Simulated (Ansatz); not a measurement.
## Piezoelectric tensor of Be$_{5}$ZnSe$_{6}$

These are results of Ansatz 0.2.0, DFT PBE, scalar-relativistic, plane waves, PAW, not measurements. Settings: 420 eV plane-wave cutoff, Γ-centred 6×6×4 mesh, fixed occupations. No spin polarisation.

Relaxed structure:
```xyz
12
Lattice="6.4350 0.0000 0.0000 -3.2175 5.5729 0.0000 0.0000 0.0000 6.1186" Properties=species:S:1:pos:R:3 pbc="T T T"
Be    4.2473    0.0000    0.0331
Be    1.0938    1.8946    0.0331
Be   -2.1237    3.6783    0.0331
Be    3.2175    1.8576    3.0877
Be    0.0000    3.7153    3.0877
Zn    0.0000    0.0000    3.1056
Se    4.1300    0.0000    2.2821
Se    1.1525    1.9962    2.2821
Se   -2.0650    3.5767    2.2821
Se    0.0000    0.0000    5.5562
Se    3.2175    1.8576    5.3535
Se    0.0000    3.7153    5.3535
```

The cell was found from a structure generator's guess, not taken from experiment.

Question: Give the relaxed-ion proper piezoelectric stress tensor e_iJ (C/m², Voigt columns xx yy zz yz xz xy).

Answer:
```
x   -0.094  0.094  0.000  0.000  0.079  0.000
y    0.000  0.000  0.000  0.079  0.000  0.094
z    0.077  0.077 -0.265  0.000  0.000  0.000
```
Signs follow the orientation of the cell as given.

Question: With the elastic constants (GPa, Voigt order)
```
138.1  44.0  29.7   0.0   0.9   0.0
 44.0 138.1  29.7   0.0  -0.9   0.0
 29.7  29.7 160.0   0.0   0.0   0.0
  0.0   0.0   0.0  39.4   0.0  -0.9
  0.9  -0.9   0.0   0.0  39.4   0.0
  0.0   0.0   0.0  -0.9   0.0  47.1
```
find the strain coefficients d = e·C⁻¹ (pC/N).

Answer:
```
x   -1.01  1.01  0.00  0.00  2.05  0.00
y    0.00  0.00  0.00  2.05  0.00  2.03
z    0.74  0.74 -1.93  0.00  0.00  0.00
```
